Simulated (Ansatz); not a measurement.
**Property card for Mg$_{2}$Pt**

Mg$_{2}$Pt:
```xyz
6
Lattice="-3.1591 3.1591 2.8043 3.1591 -3.1591 2.8043 3.1591 3.1591 -2.8043" Properties=species:S:1:pos:R:3 pbc="T T T"
Mg     2.0073     1.1519     2.8043
Mg     1.1519     2.0073     0.0000
Mg    -1.1519     2.0073     2.8043
Mg     4.3110     1.1519     0.0000
Pt     0.0000     0.0000     1.4021
Pt     0.0000     0.0000     4.2064
```

Space group I4/mcm (No. 140); conventional cell a = 6.3183 Å, b = 6.3183 Å, c = 5.6085 Å, α = 90.00°, β = 90.00°, γ = 90.00°.

Method: PBEsol (plane waves, PAW; program Ansatz). Structure relaxed to zero pressure with the same functional. Other levels are named where they apply.

**Cell and energy**

| Property | Value |
|---|---|
| Volume per atom | 18.66 Å³ |
| Density | 7.23 g/cm³ |
| Formation energy from the elements (no fitted shifts) | -0.67 eV/atom |

**Electronic structure**

| Item | Result |
|---|---|
| Electronic character | metallic (no gap) |
| Density of states at the Fermi level | 0.20 states/eV per atom (mean over ±0.08 eV) |
| Gap with spin–orbit coupling | none (metallic) |

**Mechanics**

| Property | Value |
|---|---|
| Bulk modulus (Birch–Murnaghan fit) | 74.6 GPa |
| Pressure derivative B′ | 5.0 |

**Phonons**

| Property | Result |
|---|---|
| Highest zone-centre frequency | 305 cm⁻¹ |
| Zone-centre stability | no imaginary mode at Γ |

The first step of the workflow began from a Materials Project structure, measured or hypothetical; the Crystallography Open Database copy checked does not list it. Whether it is the stable phase at ambient conditions was not checked. Symmetry was held in the PBEsol relaxation. No spin polarisation was allowed. As this level gives no gap, phonon frequencies hold no LO–TO term and depend on the k-mesh and smearing (Fermi–Dirac, 0.1 eV here). Axis ratios of metals converge slowly with the k-mesh, so a and c are less sure than the volume. The references are the lowest solids computed at this level, not always the standard phases. Spin–orbit coupling is left out wherever it is not named.

Potentials: the later of the program's two PAW sets.
